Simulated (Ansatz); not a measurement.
# Hf$_{2}$N: do energies and stresses tell the same story?

Computed with Ansatz, DFT PBEsol, scalar-relativistic, plane waves, PAW.

Settings: cutoff 420 eV, Γ-centred mesh 8×8×12 on the computed 6-atom cell, Gaussian smearing of 0.10 eV; no spin polarisation.

Relaxed cell: P4_2/mnm, a = 5.296 Å, b = 5.296 Å, c = 3.227 Å, α = 90.00°, β = 90.00°, γ = 90.00°, 6 atoms in the primitive cell. Whether it is the stable form of this composition wasn't checked.

Energies at zero smearing and pressures from the stress tensor, at volumes with shape and atoms relaxed:
| V (Å³/atom) | E − E(first) (meV/atom) | P (GPa) |
| --- | --- | --- |
| 13.274 | 0.00 | 34.02 |
| 13.727 | -80.79 | 23.45 |
| 14.179 | -133.86 | 14.39 |
| 14.632 | -163.22 | 6.63 |
| 15.084 | -172.28 | -0.02 |
| 15.537 | -163.92 | -5.72 |
| 15.989 | -140.70 | -10.58 |
| 16.593 | -90.33 | -15.93 |

Q: Check P = −dE/dV between neighbouring volumes, and get the bulk modulus from the pressures alone.

A: With 1 eV/Å³ = 160.2 GPa:
```json
{"middle V (Å³/atom)": "13.501", "−ΔE/ΔV (GPa)": "28.602", "mean P (GPa)": "28.736"}
{"middle V (Å³/atom)": "13.953", "−ΔE/ΔV (GPa)": "18.792", "mean P (GPa)": "18.921"}
{"middle V (Å³/atom)": "14.406", "−ΔE/ΔV (GPa)": "10.395", "mean P (GPa)": "10.510"}
{"middle V (Å³/atom)": "14.858", "−ΔE/ΔV (GPa)": "3.207", "mean P (GPa)": "3.305"}
{"middle V (Å³/atom)": "15.311", "−ΔE/ΔV (GPa)": "-2.959", "mean P (GPa)": "-2.868"}
{"middle V (Å³/atom)": "15.763", "−ΔE/ΔV (GPa)": "-8.223", "mean P (GPa)": "-8.147"}
{"middle V (Å³/atom)": "16.291", "−ΔE/ΔV (GPa)": "-13.375", "mean P (GPa)": "-13.256"}
```

The two differ by 0.13 GPa at most. The mean of two end pressures misses the average over a step by about ΔV² P″/12, up to 0.14 GPa here; with that taken off 0.02 GPa remains. Around V = 15.084 Å³/atom, the two neighbours give B = −V ΔP/ΔV = 15.084 × 12.35 / 0.905 = 205.8 GPa, against B0 = 204.6 GPa from the Birch–Murnaghan fit of the energies.

Spin–orbit coupling is left out, which can shift energies with elements as heavy as these.